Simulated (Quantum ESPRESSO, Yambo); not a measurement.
# Levels of theory for the gap of CsNbP₂O₈

CsNbP2O8 (space group C2/m, No. 12): one geometry, one set of PBEsol (pw.x of Quantum ESPRESSO, ONCV potentials, without SOC) orbitals, self-energies from Yambo (2×2×1 Γ-centred k mesh, bands 2 to 295 and a 7 Ry block in the screening, 295 bands in G with the Bruneval-Gonze terminator, plasmon pole fitted at 27.2 eV).

The geometry is that of Materials Project entry mp-555286, symmetrised and not relaxed again.

```csv
level,"gap (-0.5, -0.5, 0) → Γ (eV)","direct gap at (-0.5, -0.5, 0) (eV)",rough Yambo cost
PBEsol (Quantum ESPRESSO),2.65,2.75,–
exchange only (Hartree-Fock self-energy on PBEsol orbitals),14.20,14.32,about 1/20 (6 states)
static COHSEX@PBEsol,5.72,5.83,within a factor of two (3 states)
"G0W0@PBEsol, plasmon pole",5.01,5.12,1 (6 states)
```

Bare exchange has no screening and gives the widest gap; static COHSEX screens it but leaves out the frequency dependence, which G0W0 restores.

Costs are rough ratios of core time on shared machines.

Nearest settings tried, and what they do to the gap: 193 bands in W, 193 bands in G: +50 meV; 6 Ry block (347 vectors against 407): -1 meV. Not varied: mesh. So the settings aren't converged at that level. The k mesh is coarse.

Spin-orbit splittings are left out.
